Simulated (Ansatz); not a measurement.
InGaN2:
```cif
data_GaInN2
_chemical_formula_sum 'In1 Ga1 N2'
_space_group_name_H-M_alt 'P3m1'
_space_group_IT_number 156
_space_group_name_Hall 'P 3 -2"'
_cell_length_a 3.35931
_cell_length_b 3.35931
_cell_length_c 5.50462
_cell_angle_alpha 90.000
_cell_angle_beta 90.000
_cell_angle_gamma 120.000
loop_
_atom_site_label
_atom_site_type_symbol
_atom_site_symmetry_multiplicity
_atom_site_Wyckoff_symbol
_atom_site_fract_x
_atom_site_fract_y
_atom_site_fract_z
_atom_site_occupancy
In1 In 1 a 0.00000 0.00000 0.99763 1
Ga1 Ga 1 c 0.66667 0.33333 0.49549 1
N1 N 1 c 0.66667 0.33333 0.14619 1
N2 N 1 a 0.00000 0.00000 0.60230 1
```

Relaxed with r²SCAN.

Tabulate the valence density and the electron localisation function along the shortest Ga–N contact (1.92 Å), plane-wave PAW r²SCAN (Ansatz code).



```csv
distance from Ga (Å),density (e/Å³),ELF
0.19,34.89,-0.01
0.29,21.05,0.02
0.38,10.82,0.03
0.48,5.00,0.05
0.58,2.32,0.11
0.67,1.26,0.17
0.77,0.88,0.24
0.87,0.76,0.33
0.96,0.77,0.48
1.06,0.89,0.67
1.15,1.10,0.80
1.25,1.44,0.84
1.35,1.91,0.83
1.44,2.50,0.77
1.54,3.06,0.63
1.63,3.44,0.40
1.73,3.55,0.17
```

The density is the valence pseudo-density with augmentation charge, so density and ELF within about 1 Å of a nucleus are not all-electron values.

The workflow started from a Materials Project entry (that database holds measured and hypothetical structures alike); the Crystallography Open Database copy checked does not list it. Whether it is the stable phase at ambient conditions was not checked. The r²SCAN relaxation kept the symmetry of its start; of distortions, only those at the zone centre were tested.

Potentials: the later of the program's two PAW sets.
